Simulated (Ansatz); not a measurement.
**TiGe$_{2}$: computed property card**

TiGe$_{2}$:
```xyz
6
Lattice="0.0000 4.3120 4.3704 2.5188 0.0000 4.3704 2.5188 4.3120 0.0000" Properties=species:S:1:pos:R:3 pbc="T T T"
Ti     3.7782     6.4680     6.5556
Ti     2.5188     4.3120     4.3704
Ge     1.2594     0.7010     2.1852
Ge     1.2594     3.6109     2.1852
Ge     2.5188     1.4549     4.3704
Ge     2.5188     7.1690     4.3704
```

Space group Fddd (No. 70); conventional cell a = 5.038 Å, b = 8.624 Å, c = 8.741 Å, α = β = γ = 90.00°.

Method: r²SCAN in the plane-wave PAW code Ansatz. Structure relaxed to zero pressure with the same functional. Other levels are named where they apply.

Cell and energy:

| Property | Result |
|---|---|
| Volume per atom | 15.82 Å³ |
| Density | 6.76 g/cm³ |
| Formation energy from the elements (no fitted shifts) | -0.40 eV/atom |

Electronic structure:

| Item | Result |
|---|---|
| Electronic character | metallic (no gap) |
| Density of states at the Fermi level | 0.32 states/eV per atom (mean over ±0.08 eV) |

Charges:

| Property | Result |
|---|---|
| Bader charges | Ti +1.27, Ge -0.63 e |

The first step of the workflow began from a Materials Project structure, measured or hypothetical; the Crystallography Open Database files this formula in space group No. 70, but the cells were not matched. Its standing as an ambient phase is unchecked. The cell was relaxed with r²SCAN under the symmetry of its start; its stability against distortions is not shown here. No spin polarisation was allowed. The references are the lowest solids computed at this level, not always the standard phases. Scalar-relativistic: spin–orbit coupling is off unless named, which matters more the heavier the elements.

Potentials: the later of the program's two PAW sets.
